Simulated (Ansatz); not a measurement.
**Sb (A7 type, space group R-3m): energy against volume**

Sb (A7 type, space group R-3m)

```xyz
2
Lattice="2.1640 1.2494 3.7814 -2.1640 1.2494 3.7814 0.0000 -2.4987 3.7814" Properties=species:S:1:pos:R:3 pbc="T T T"
Sb     0.0000     0.0000     2.6459
Sb     0.0000     0.0000     8.6984
```

The volume is varied about the relaxed value V₀ at fixed cell shape. The atoms relax within the cell's symmetry.

Computed with r2SCAN+rVV10 (plane waves to 500 eV, PAW, scalar-relativistic; Ansatz, a first-principles code). k mesh 13×13×13 (Γ-centred), Fermi-Dirac smearing 0.05 eV. E stands for the smeared free energy. Stress and pressure are positive under compression. With the shape held, the modulus is that of even scaling; a crystal free to change shape is softer. Sb was relaxed with its symmetry unable to fall. Spin-orbit coupling is left out, though Sb is heavy. ΔE is measured from the relaxed starting cell.

```csv
V (Å³/atom),ΔE (kJ/mol of atoms),P (GPa)
25.763,13.4,10.4
26.990,7.0,7.0
28.217,2.9,4.2
29.444,0.7,1.9
30.671,0.0,0.0
31.897,0.6,-1.6
33.124,2.2,-2.8
34.351,4.7,-3.8
35.578,7.9,-4.6
```

Summary:

| Quantity | Result |
|---|---|
| Pressure at the smallest volume | 10.4 GPa |
| Energy cost of the largest compression | 139 meV/atom |
| Energy cost of the largest expansion | 81 meV/atom |
| Bulk modulus at fixed cell shape B₀ (third-order Birch-Murnaghan fit) | 42.5 GPa |
| Pressure derivative B₀′ (fit) | 4.0 |
| Equilibrium volume of the fit | 30.67 Å³/atom |
| Pressure for 5 % compression (fit) | 2.4 GPa |

The 9 points together took about 30 core-minutes (a rough figure).

(A scan under strain: stresses follow from slopes of the energy per volume, elastic moduli from its curvatures.)
